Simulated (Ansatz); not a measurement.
KBr (rock salt)

```yaml
crystal:
  lattice:
    - [0.00000, 3.30411, 3.30411]
    - [3.30411, 0.00000, 3.30411]
    - [3.30411, 3.30411, 0.00000]
  atoms:
    - { symbol: Br, position: [0.00000, 0.00000, 0.00000] }
    - { symbol: K, position: [0.50000, 0.50000, 0.50000] }
```

This relaxed cell (volume V₀) is scaled evenly in all directions, its shape held. Symmetry pins the atoms to their sites.

The numbers are results of r2SCAN (plane waves to 500 eV, PAW, scalar-relativistic; Ansatz, a program for electronic structure), not measurements. k mesh 9×9×9 (Γ-centred), Fermi-Dirac smearing 0.05 eV. Energies are smeared free energies. Compression counts positive. KBr was relaxed with its symmetry unable to fall. The zero of ΔE is the relaxed starting cell.

```csv
V (Å³/atom),ΔE (meV/atom)
32.464,22.2
33.186,13.7
33.907,7.4
34.629,3.2
35.350,0.8
36.071,0.0
36.793,0.7
37.514,2.6
38.236,5.7
38.957,9.7
39.679,withheld
```

Q: Fit a third-order Birch-Murnaghan form (E₀, V₀, B₀, B₀′ free) to the given rows and predict ΔE at V = 39.679.

A: Least squares on the 10 given rows: ΔE = E₀ + (9V₀B₀/16)·y²·[2 + (B₀′ − 4)y], y = (V₀/V)^(2/3) − 1, with V₀ = 36.090 Å³/atom, B₀ = 15.85 GPa (160.2 GPa = 1 eV/Å³; the term in eV is multiplied by 1000), B₀′ = 4.90, E₀ = 0.03 meV/atom; root-mean-square residual 0.02 meV/atom. At 39.679 the fit gives 14.7 meV/atom; the calculation gives 14.7 meV/atom, the same to the digits shown. For the pressure the fit gives -1.19 GPa against the computed -1.19 GPa.

(A scan under strain: stresses follow from slopes of the energy per volume, elastic moduli from its curvatures.)
